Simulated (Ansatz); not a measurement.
# Cd₂Sb₂Mo in Ansatz, relaxation

Input:

```yaml
crystal:
  lattice:
    - [0.0, 0.0, 6.602487]
    - [6.703806, -3.411385, 3.301244]
    - [6.703806, 3.411385, -3.301244]
  atoms:
    - { symbol: Cd, position: [0.29777, 0.06494, 0.66048] }
    - { symbol: Cd, position: [0.70223, 0.93506, 0.33952] }
    - { symbol: Cd, position: [0.20223, 0.66048, 0.06494] }
    - { symbol: Cd, position: [0.79777, 0.33952, 0.93506] }
    - { symbol: Sb, position: [0.29336, 0.81765, 0.40437] }
    - { symbol: Sb, position: [0.70664, 0.18235, 0.59563] }
    - { symbol: Sb, position: [0.20664, 0.40437, 0.81765] }
    - { symbol: Sb, position: [0.79336, 0.59563, 0.18235] }
    - { symbol: Mo, position: [0.25, 0.5, 0.5] }
    - { symbol: Mo, position: [0.75, 0.5, 0.5] }
  symmetry: { tolerance: 0.0003 }
kpoints:
  mp_grid: { grid: [4, 4, 4], shift: [0, 0, 0] }
magnetization:
  spin_polarized: false
scf:
  occupations: { method: fermi_dirac, width: 0.0102 }
  lower_state_search: "off"
hamiltonian:
  pseudopotentials: { kind: paw }
  xc: r2scan
basis:
  ecutwfc: 500
  fft_grid_basis: typed
relax:
  max_steps: 80
  f_tol: 0.03
output:
  forces: true
  stress: true
  eigenvalues: true
  bader: true
  populations: true
  elf: true
  write_potential: true
  volumetric_format: npy
  dos:
    e_range: [-12, 8]
    de: 0.05
    projected: { site_lists: { Cd: [Cd], Mo: [Mo], Sb: [Sb] } }
checkpoint:
  read: saved_state
```

Run with:

```bash
ansatz run input.yaml --threads 2 --pin off --max-ram 2560MiB --backend cpu --events-out ev --progress --plain --runs-dir out
```

Origin of the cell: a known structure type with other elements, at an estimated volume, so it need not be a known compound.

The saved state is a converged single point of the same cell.

Steps:

```
step  ΔF (meV/atom)  max force component (eV/Å)  SCF iterations  step was
   1            0.0                       1.399               7  accepted
   2          -61.6                       0.134               6  accepted
   3          -62.0                       0.081               8  accepted
   4          -62.8                       0.014               8  accepted
```

The starting structure.

Space group Ibam (No. 72); the run's cell has a = 6.602 Å, b = 8.214 Å, c = 8.214 Å, α = 70.61°, β = 113.70°, γ = 66.30°. Shortest distances: Mo–Sb 2.63 Å, Cd–Mo 3.20 Å, Mo–Mo 3.30 Å, Cd–Sb 3.37 Å.

After:

Space group Ibam (No. 72); the run's cell has a = 6.602 Å, b = 8.214 Å, c = 8.214 Å, α = 70.61°, β = 113.70°, γ = 66.30°. Shortest distances: Mo–Sb 2.78 Å, Cd–Mo 3.16 Å, Cd–Sb 3.26 Å, Mo–Mo 3.30 Å.

```
CELL_PARAMETERS angstrom
0.00000 0.00000 6.60249
6.70381 -3.41138 3.30124
6.70381 3.41138 -3.30124
ATOMIC_POSITIONS crystal
Cd 0.29464 0.07199 0.66126
Cd 0.70536 0.92801 0.33874
Cd 0.20536 0.66126 0.07199
Cd 0.79464 0.33874 0.92801
Sb 0.27997 0.84337 0.40331
Sb 0.72003 0.15663 0.59669
Sb 0.22003 0.40331 0.84337
Sb 0.77997 0.59669 0.15663
Mo 0.25000 0.50000 0.50000
Mo 0.75000 0.50000 0.50000
```

- Free energy lowered by: 62.8 meV/atom
- Final pressure: -8.16 GPa
- Relaxation steps listed: 4

Caveats: no moments, though an odd count or open d shells may carry them; no spin-orbit coupling, though heavy elements are present; the SCF threshold is looser than advised for a stress; the k mesh is coarse if the cell is a metal; the relaxation held the start's symmetry, so the end may be a saddle point.

It ran for 4.6 min on 2 threads of Arm Neoverse V1 (shared host), peak memory 1.8 GiB, from a saved density.
